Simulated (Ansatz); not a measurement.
GaP in space group P4_2/mmc (No. 131; Ga on 2c, P on 2e) under volume change, PBE in the plane-wave PAW code Ansatz, shape and atoms relaxed at each volume.

```json
[
 {"V (Å³/atom)": "19.474", "E − E(relaxed) (meV/atom)": "34.6", "P (GPa)": "5.90"},
 {"V (Å³/atom)": "20.116", "E − E(relaxed) (meV/atom)": "15.4", "P (GPa)": "3.96"},
 {"V (Å³/atom)": "20.758", "E − E(relaxed) (meV/atom)": "3.8", "P (GPa)": "1.87"},
 {"V (Å³/atom)": "21.400", "E − E(relaxed) (meV/atom)": "0.0", "P (GPa)": "0.11"},
 {"V (Å³/atom)": "22.042", "E − E(relaxed) (meV/atom)": "…", "P (GPa)": "…"},
 {"V (Å³/atom)": "22.684", "E − E(relaxed) (meV/atom)": "9.3", "P (GPa)": "-2.40"},
 {"V (Å³/atom)": "23.326", "E − E(relaxed) (meV/atom)": "…", "P (GPa)": "…"}
]
```

Question: Some entries are withheld; supply them.

Answer: 
- 23.326, E − E(relaxed) (meV/atom): 21.0
- 23.326, P (GPa): -3.40
- 22.042, E − E(relaxed) (meV/atom): 2.2
- 22.042, P (GPa): -1.15

Question: What does a third-order Birch–Murnaghan fit give for V₀, B₀ and B′?

Answer: V₀ = 21.50 Å³/atom, B₀ = 49.6 GPa, B′ = 4.0.

The cell is a constructed one: a structure type filled with these elements; neither database checked (COD, Materials Project) lists it. It is not the phase usual at ambient conditions (space group No. 216). The PBE relaxation kept the symmetry of its start; whether a distortion lowers the energy is not shown. Scalar-relativistic: spin–orbit coupling is off unless named, which matters more the heavier the elements.

Potentials: the later of the program's two PAW sets.
